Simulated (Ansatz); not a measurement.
# Compressing Ni$_{3}$Si: a fit and a missing row

Ni$_{3}$Si, Pm-3m, a = 3.461 Å. The structure is a COD entry; whether it is the stable form wasn't checked. Ansatz: PBEsol, PAW, 420 eV, Γ-centred 12×12×12 mesh on 4 atoms, Gaussian smearing 0.10 eV; no spin polarisation. Symmetry fixes shape and atoms, so the cell is only scaled; pressure is positive in compression.

```tsv
V (Å³/atom)	P (GPa)
9.744	17.15
10.055	?
10.366	-0.04
10.677	-6.66
10.988	-12.24
```

Q: Take V0 = 10.366 Å³/atom, count pressures from its P0 = -0.04 GPa, fit the third-order Birch–Murnaghan form to the other rows, and predict the missing pressure.

A: With the Eulerian strain f = ½[(V0/V)^(2/3) − 1] and y = (P − P0)/[3f(1 + 2f)^(5/2)], the form is the line y = B0 + 1.5 B0 (B0′ − 4) f. Rows (f, y): 0.02106, 245.4; -0.00976, 237.5; -0.01905, 235.2. Means f = -0.002583, y = 239.37; Σ(Δf)² = 0.0008817, ΣΔfΔy = 0.2247; the slope is their ratio. y = 240.0 + 254.8 f GPa, so B0 = 240.0 GPa and B0′ = 4 + 2 × (254.8)/(3 × 240.0) = 4.71. At V = 10.055, f = 0.01026, y = 242.61 and P = 7.82 GPa. The run gave 7.83 GPa, so the fit is 0.01 GPa too low, a small miss on the scale of the series.